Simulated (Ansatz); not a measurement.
**Te2Au, first-principles data**

Te2Au:
```yaml
crystal:
  lattice:
    - [3.62492, 2.10340, 0.00000]
    - [-3.62492, 2.10340, 0.00000]
    - [-0.00744, 0.00000, 5.17915]
  atoms:
    - { symbol: Au, position: [0.00000, 0.00000, 0.00000] }
    - { symbol: Te, position: [0.67730, 0.32270, 0.28837] }
    - { symbol: Te, position: [0.32270, 0.67730, 0.71163] }
```

Space group C2/m (No. 12); conventional cell a = 7.2498 Å, b = 4.2068 Å, c = 5.1792 Å, α = γ = 90.00°, β = 90.08°.

Method: plane-wave PAW r²SCAN (Ansatz code). Structure relaxed to zero pressure with the same functional. Other levels are named where they apply.

**Cell and energy**

Volume per atom: 26.33 Å³
Density: 9.51 g/cm³
Formation energy from the elements (no fitted shifts): -52 meV/atom

**Electronic structure**

- Electronic character = metallic (no gap)
- Density of states at the Fermi level = 0.42 states/eV per atom (mean over ±0.08 eV)

**Charges**

Bader charges: Au -0.27, Te +0.13 e

The workflow started from an entry of the Crystallography Open Database (COD), which files this formula under 3 space groups. Whether it is the stable phase at ambient conditions was not checked. Symmetry was held in the r²SCAN relaxation; its stability against distortions is not shown here. With an odd number of electrons in the cell and no spin polarisation, the count alone makes it a metal. The references are the lowest solids computed at this level, not always the standard phases. Scalar-relativistic: spin–orbit coupling is off unless named, which matters more the heavier the elements.

Potentials: the later of the program's two PAW sets.
